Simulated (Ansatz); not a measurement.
Here is the system:

HfPd$_{2}$:
```yaml
crystal:
  lattice:
    - [-1.70279, 1.70279, 4.35497]
    - [1.70279, -1.70279, 4.35497]
    - [1.70279, 1.70279, -4.35497]
  atoms:
    - { symbol: Hf, position: [0.00000, 0.00000, 0.00000] }
    - { symbol: Pd, position: [0.33865, 0.33865, 0.00000] }
    - { symbol: Pd, position: [0.66135, 0.66135, 0.00000] }
```

This is the r²SCAN-relaxed structure.

Problem. All from plane-wave PAW r²SCAN (Ansatz code), unless another level is named. Predict the density of states at the Fermi level.

Solution. 0.60 states/eV per atom (mean over ±0.08 eV).

Problem. And the formation energy from the elements (no fitted shifts)?

Solution. -0.82 eV/atom.

Space group I4/mmm (MoSi2 or CaC2 type). The first step of the workflow began from a Materials Project structure, measured or hypothetical; the Crystallography Open Database copy checked does not list it. With Hf and Pd taken as one species the cell has the higher symmetry I4/mmm, so it may be an ordered model of a mixed-site phase. Whether it is the stable phase at ambient conditions was not checked. The cell was relaxed with r²SCAN under the symmetry of its start; its stability against distortions is not shown here. The run is not spin-polarised. The references are the lowest solids computed at this level, not always the standard phases. Scalar-relativistic: spin–orbit coupling is off unless named, which matters more the heavier the elements.

Potentials: the later of the program's two PAW sets.
